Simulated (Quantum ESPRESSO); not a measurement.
An isovalent swap in NaI

Host, cell and atoms relaxed with PBE and no dispersion term (shieldings by PBE GIPAW (a modified build of Quantum ESPRESSO, JTH PAW datasets), 30 Ha, k-mesh 3×3×3 shifted, f-sum rule met within 0.02 %):

```tsv
site	site symmetry	σ_iso (ppm)
Na (atoms 1, 3, 5, 7)	m-3m	546
I (atoms 2, 4, 6, 8)	m-3m	4841
```

Its cell: a = b = c = 6.4990 Å, α = β = γ = 90.00°.

Changed cell (atom 2 is the new one; 30 Ha, k-mesh 3×3×3 shifted):

```xyz
8
Lattice="6.4080 0.0000 0.0000 0.0000 6.4080 0.0000 0.0000 0.0000 6.4080" Properties=species:S:1:pos:R:3 pbc="T T T"
Na     0.0000     0.0000     0.0000
Br     3.2040     0.0000     0.0000
Na     0.0000     3.2040     3.2040
I      3.2040     3.2040     3.2040
Na     3.2040     0.0000     3.2040
I      0.0000     0.0000     3.2040
Na     3.2040     3.2040     0.0000
I      0.0000     3.2040     0.0000
```
The cell was made here from a computed Materials Project entry: one of 4 I replaced by Br, cell and atoms relaxed (PBE without dispersion, pw.x of Quantum ESPRESSO, symmetry kept). The parent is NaI in Fm-3m. The swapped cell is a model, not a known phase. Stability against distortions was not tested.

These are absolute shieldings with no macroscopic susceptibility term; δ = σ_ref − σ needs a reference computed alike. By our sweeps, such settings leave a few ppm in absolute σ on light atoms and up to some 20 ppm from Zn on. No spin–orbit coupling; I is the heaviest element present. The datasets of Na, Br, I hold no d projectors, which limits absolute σ on these atoms.

Question: What do the sites of the changed cell show?

Answer: 
| site | distance to atom 2 (Å) | σ_iso (ppm) | change from the host | span Ω (ppm) |
|---|---|---|---|---|
| Na1 (atoms 1, 5, 7) | 3.20 | 547 | +1 | 8 |
| Br (atom 2) | – | 2691 | – | 0 |
| Na2 (atom 3) | 5.55 | 542 | -4 | 0 |
| I (atoms 4, 6, 8) | 4.53 | 4876 | +35 | 103 |
Ω = σ33 − σ11 is nil on cubic sites and else less certain than σ_iso.
The swap repeats in every cell, so this is an ordered compound and not a dilute impurity.
